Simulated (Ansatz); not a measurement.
# ZnS (P6_3mc, 10H) by several functionals

All numbers come from Ansatz. Calculated for a static, non-magnetic cell.

Structure: a 20-atom cell of ZnS (P6_3mc) from a materials database, at its r2SCAN minimum. Around Zn lie 4 S at 2.33 Å; around Zn lie 4 S at 2.33–2.34 Å; around S lie 4 Zn at 2.33 Å (further sites aren't listed).

Space group P6_3mc (No. 186). a = 3.809 Å, b = 3.809 Å, c = 31.132 Å, α = 90.00°, β = 90.00°, γ = 120.00°

| atom | site | symmetry | x | y | z |
| --- | --- | --- | --- | --- | --- |
| Zn | 2b | 3m. | 0.6667 | 0.3333 | 0.2000 |
| Zn | 2a | 3m. | 0.0000 | 0.0000 | 0.7999 |
| Zn | 2b | 3m. | 0.6667 | 0.3333 | 0.9000 |
| Zn | 2b | 3m. | 0.3333 | 0.6667 | 0.1000 |
| Zn | 2a | 3m. | 0.0000 | 0.0000 | 0.0001 |
| S | 2b | 3m. | 0.6667 | 0.3333 | 0.2749 |
| S | 2a | 3m. | 0.0000 | 0.0000 | 0.0751 |
| S | 2b | 3m. | 0.6667 | 0.3333 | 0.6750 |
| S | 2a | 3m. | 0.0000 | 0.0000 | 0.8749 |
| S | 2b | 3m. | 0.3333 | 0.6667 | 0.4751 |

Relaxed lattice by functional, symmetry kept:
```csv
functional,k mesh,a (Å),c (Å),volume (Å³/atom)
PBE,12×12×2,3.848,31.449,20.17
r2SCAN,12×12×2,3.809,31.132,19.56
```

Band edges at fixed r2SCAN geometry:
```json
{"level": "PBE", "k mesh": "12×12×2", "gap (eV)": "2.16", "kind": "direct", "edges": "Γ", "least direct gap (eV)": "2.16"}
{"level": "r2SCAN", "k mesh": "12×12×2", "gap (eV)": "2.72", "kind": "direct", "edges": "Γ", "least direct gap (eV)": "2.72"}
{"level": "HSE06", "k mesh": "6×6×1", "gap (eV)": "3.39", "kind": "direct", "edges": "Γ", "least direct gap (eV)": "3.39"}
{"level": "PBE0", "k mesh": "6×6×1", "gap (eV)": "4.05", "kind": "direct", "edges": "Γ", "least direct gap (eV)": "4.05"}
```
PBE: smearing of 0.02 eV; the others have fixed occupations.
Wave cutoffs: 420 eV, 500 eV (r2SCAN).

The HSE06 gap is direct at Γ: 3.39 eV.

r2SCAN covers 46 % of the step from PBE to HSE06. Among these functionals the gap stays direct.

r2SCAN (ground state on 6×6×2): ε∞: 5.42 along x and y, 5.45 along z. Born charges, averaged over directions: Zn +1.97 to +1.99, S -1.99 e. The program notes that the ground state's band table doesn't vouch for all the bands that the response reads.

The meshes of the hybrids are coarse, so their gaps aren't converged to the digits shown.
